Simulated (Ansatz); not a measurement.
# SiO2: a run for the field gradients

```yaml
crystal:
  lattice:
    - [4.8757, 0.0, 0.0]
    - [0.0, 4.8757, 0.0]
    - [0.0, 0.0, 6.7163]
  atoms:
    - { symbol: Si, position: [0.3125, 0.3125, 0.0] }
    - { symbol: Si, position: [0.1875, 0.8125, 0.25] }
    - { symbol: Si, position: [0.6875, 0.6875, 0.5] }
    - { symbol: Si, position: [0.8125, 0.1875, 0.75] }
    - { symbol: O, position: [0.2356, 0.1269, 0.1904] }
    - { symbol: O, position: [0.3731, 0.7356, 0.4404] }
    - { symbol: O, position: [0.7644, 0.8731, 0.6904] }
    - { symbol: O, position: [0.6269, 0.2644, 0.9404] }
    - { symbol: O, position: [0.7356, 0.3731, 0.5596] }
    - { symbol: O, position: [0.8731, 0.7644, 0.3096] }
    - { symbol: O, position: [0.2644, 0.6269, 0.0596] }
    - { symbol: O, position: [0.1269, 0.2356, 0.8096] }
kpoints:
  mp_grid: { grid: [5, 5, 4] }
scf:
  occupations: { method: fermi_dirac, width: 0.02 }
  max_iter: 75
hamiltonian:
  xc: pbe
  pseudopotentials: { kind: paw }
output:
  forces: true
  stress: true
  populations: true
  efg: { quadrupole_moments_barn: { O: -0.02558 }, contact_densities: true }
basis:
  ecutrho_ratio: 0
```

```sh
ansatz run input.yaml --threads 1 --pin off --max-ram 2560MiB --backend cpu --events-out ev --progress --plain --runs-dir out
```

Question: What happens when this input is run?

Answer: The input was rejected before any iteration. The input holds a density cutoff far too low. The program says:

```
Error: invalid value for `basis.ecutrho_ratio`: must be in [1, 1024]; got 0
```

Against a sound input the change was `basis.ecutrho_ratio`: not typed → 0; `scf.max_iter`: not typed → 75.

With the sound settings the run converges and gives V_zz (10²¹ V/m²) Si -0.72 (η 0.72), O 8.75 (η 0.21). The calculated pressure of 9 GPa (PBE) comes largely from the unrelaxed atoms: it is 2.7 GPa once they are relaxed in the same cell. The largest force is 0.5 eV/Å, so the atoms aren't at the calculated equilibrium and relaxing them would move these values.
